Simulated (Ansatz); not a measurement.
Data:

Relaxed Nb (bcc, W type):

```
Nb
1.0
   -3.30957     3.30957     3.30957
    1.65478    -1.65478     1.65478
    1.65478     1.65478    -1.65478
Nb
2
Direct
  0.00000   0.00000   0.00000
  0.50000   0.00000   0.00000
```

Scan: atom 2 (Nb, nearest neighbour Nb at 2.866 Å; its periodic images, 2.9 Å or more away, move with it) is displaced along Cartesian [110], direction (0.707, 0.707, 0.000) in Cartesian axes, by s. The other atoms stay.

All values below come from PBE (plane waves to 420 eV, PAW, scalar-relativistic; Ansatz, a quantum-chemistry and plane-wave program). k mesh 8×16×16 (Γ-centred), Fermi-Dirac smearing 0.05 eV. Energies are smeared free energies. Left out: 2 of 11 points, with atoms too close for the PAW data. With partly filled bands, energies and forces of such displacements shift with the k mesh and the smearing. On this mesh the relaxed cell isn't quite at rest: it carries a pressure of -0.1 GPa (compression positive) at the zero of the scan. Nb is run without spin polarisation. Nb was relaxed with its symmetry unable to fall. The PAW data are Ansatz's earlier set. The zero of ΔE is the undisplaced structure.

The scan covers s from -0.456 to 0.456 Å in 9 points.

Task: Is the energy the same for equal positive and negative displacements?

Result: Even: the same for both signs. With its periodic images moving along, the atom's site symmetry in this cell is mmm.

Task: What is the force constant k = d²E/ds² of this move at s = 0?

Result: 4.67 eV/Å².

(For displaced atoms, the force is minus the slope of the energy, and its curvature is a force constant, which sets phonon frequencies.)
